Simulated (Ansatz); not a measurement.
Values for one crystal, relaxed and computed with DFT-LDA in the program Ansatz with PAW potentials; other levels are named.

- Volume per atom = 19.91 Å³
- Electronic character = metallic (no gap)
- Hill bulk and shear moduli = 68.8 and 25.9 GPa
- Young's modulus = 69.1 GPa
- Pressure derivative B′ = 6.8
- Density of states at the Fermi level = 0.21 states/eV per atom (mean over ±0.08 eV)
- Elastic constants (relaxed ions, GPa) = C11 = 135, C12 = 59.1, C13 = 52.0, C33 = 68.0, C44 = 20.7

Question: Which compound is it?
A) Cd, hcp (Mg type)
B) Os, hcp (Mg type)
C) Gd, hcp (Mg type)
D) Ru, hcp (Mg type)

Answer: A, Cd, hcp (Mg type)

Space group P6_3/mmc (hcp (Mg type)). Symmetry was held in the LDA relaxation. As this level gives no gap, shear constants depend on the k-mesh and smearing (Fermi–Dirac, 0.1 eV here). On the denser mesh and wider smearing of the elastic run this cell carries a stress of 0.4 GPa. Spin–orbit coupling is left out wherever it is not named.

Potentials: the later of the program's two PAW sets.
